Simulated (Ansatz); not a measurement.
Start of a relaxation of VMoS₄:

```cif
data_structure
_symmetry_space_group_name_H-M 'P 1'
_symmetry_Int_Tables_number 1
_cell_length_a 5.5240
_cell_length_b 5.5240
_cell_length_c 5.5240
_cell_angle_alpha 60.000
_cell_angle_beta 60.000
_cell_angle_gamma 60.000
_cell_volume 119.19
loop_
_atom_site_label
_atom_site_type_symbol
_atom_site_fract_x
_atom_site_fract_y
_atom_site_fract_z
_atom_site_occupancy
V1 V 0.25000 0.25000 0.25000 1
Mo1 Mo 0.00000 0.00000 0.00000 1
S1 S 0.12392 0.62536 0.62536 1
S2 S 0.62536 0.12392 0.62536 1
S3 S 0.62536 0.62536 0.12392 1
S4 S 0.62536 0.62536 0.62536 1
```

Theory: DFT PBE, scalar-relativistic, plane waves, PAW (Ansatz). Cutoff 420 eV, Gaussian smearing, Γ-centred meshes. Cell and atoms relax first on a coarse mesh and then on a finer one. In between, the cell is made exact in the group found at 0.06 Å. In metals the finer mesh still leaves noise of several meV/atom or more. The steps can't lower the symmetry of their start. Collinear spin, starting moments V 2.0; Mo 1.0 μB.

A guess keeps its type if space group and coordination stay and the shape of the cell changes little (axis ratios within about 15 %, angles within 6°); the volume may change.

Problem. Does this structure survive the relaxation?

Solution. It keeps its type. The symmetry stays F-43m (No. 216). The volume per atom shrinks by 22.2 %, from 19.9 to 15.4 Å³. The shortest distance goes from 2.75 Å (S–S) to 2.54 Å (S–S). Counting neighbours within 15 % of an atom's shortest distance, the start has Mo 16, S 6, V 16 and the end Mo 16, S 6, V 16.

The last run used collinear spin, a 10×10×10 mesh for its 6-atom cell and Gaussian smearing of 0.10 eV. No Hubbard U is applied to the 3d shell of V. Another magnetic order may lie lower. Symmetry constrained the relaxation, so the result can be a saddle point. Another cell of VMoS4 relaxed alike, in Cmmm, lies 1.71 eV/atom lower, so this cell isn't the stable form at this level.
